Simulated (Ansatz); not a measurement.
Total density of states per atom from r²SCAN in the plane-wave PAW code Ansatz, in 0.25 eV bins, energy from the Fermi level:

| E (eV) | states/eV/atom |
|---|---|
| -7.85 | 0.16 |
| -7.60 | 0.17 |
| -7.35 | 0.19 |
| -7.10 | 0.21 |
| -6.85 | 0.23 |
| -6.60 | 0.28 |
| -6.35 | 0.31 |
| -6.10 | 0.31 |
| -5.85 | 0.30 |
| -5.60 | 0.30 |
| -5.35 | 0.32 |
| -5.10 | 0.26 |
| -4.85 | 0.23 |
| -4.60 | 0.22 |
| -4.35 | 0.23 |
| -4.10 | 0.25 |
| -3.85 | 0.27 |
| -3.60 | 0.32 |
| -3.35 | 0.41 |
| -3.10 | 0.84 |
| -2.85 | 0.74 |
| -2.60 | 0.57 |
| -2.35 | 0.67 |
| -2.10 | 0.69 |
| -1.85 | 0.67 |
| -1.60 | 0.75 |
| -1.35 | 0.56 |
| -1.10 | 0.45 |
| -0.85 | 0.43 |
| -0.60 | 0.43 |
| -0.35 | 0.69 |
| -0.10 | 0.93 |
| 0.15 | 0.92 |
| 0.40 | 1.17 |
| 0.65 | 1.72 |
| 0.90 | 1.66 |
| 1.15 | 1.72 |
| 1.40 | 1.01 |
| 1.65 | 0.77 |
| 1.90 | 0.64 |
| 2.15 | 0.31 |
| 2.40 | 0.08 |
| 2.65 | 0.06 |
| 2.90 | 0.86 |
| 3.15 | 1.76 |
| 3.40 | 0.71 |
| 3.65 | 0.44 |
| 3.90 | 0.33 |
| 4.15 | 0.25 |
| 4.40 | 0.20 |
| 4.65 | 0.33 |
| 4.90 | 0.96 |

Which compound is it?
A. TiAl, CsCl type
B. Ge, diamond
C. Ga, body-centred tetragonal
D. Co, hcp (Mg type)

A, TiAl, CsCl type. Within 0.5 eV of the Fermi level: Ti 3d 83 %, Al 3p 9 %. Projections are on Löwdin-orthogonalised atomic valence shells; empty p or d shells of many metals are not among them.

Space group Pm-3m (CsCl type). The first step of the workflow began from a Materials Project structure, measured or hypothetical; the Crystallography Open Database copy checked does not list it. With Ti and Al taken as one species the cell has the higher symmetry Im-3m, so it may be an ordered model of a mixed-site phase. It is not the phase usual at ambient conditions (space group No. 123). The cell was relaxed with r²SCAN under the symmetry of its start. At this level the phase is mechanically unstable. The run is not spin-polarised.

Potentials: the earlier of the program's two PAW sets.
